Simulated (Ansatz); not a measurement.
## Ag: zone-centre modes

These are results of DFT PBE, scalar-relativistic, plane waves, PAW in Ansatz 0.2.0, not measurements. Settings: plane waves to 420 eV, k-mesh 16×16×12 (Γ-centred), Gaussian smearing 0.15 eV. No spin polarisation.

Zero of the scan (as given, not relaxed at this level):

```yaml
crystal:
  lattice:
    - [0.00000, -2.04310, -2.04310]
    - [0.00000, 2.04310, -2.04310]
    - [4.08620, 0.00000, 0.00000]
  atoms:
    - { symbol: Ag, position: [0.50000, 0.50000, 0.50000] }
    - { symbol: Ag, position: [0.00000, 0.00000, 0.00000] }
```

Harmonic modes by finite displacements of 0.02 Å, without the LO–TO term. The cell doubles the primitive one, so its zone centre also holds the primitive cell's point q = (0, 1/2, 1/2).

At this geometry, is the structure stable against these modes?

Yes: no mode is imaginary beyond 10 cm⁻¹, and only the three translations lie near zero.

List the wavenumbers in cm⁻¹.

0, 0, 0, 117, 117, 175.

Cost: 1 run of about 0.83 core-minutes, on Intel Xeon Platinum 8488C (Sapphire Rapids) (shared hosts).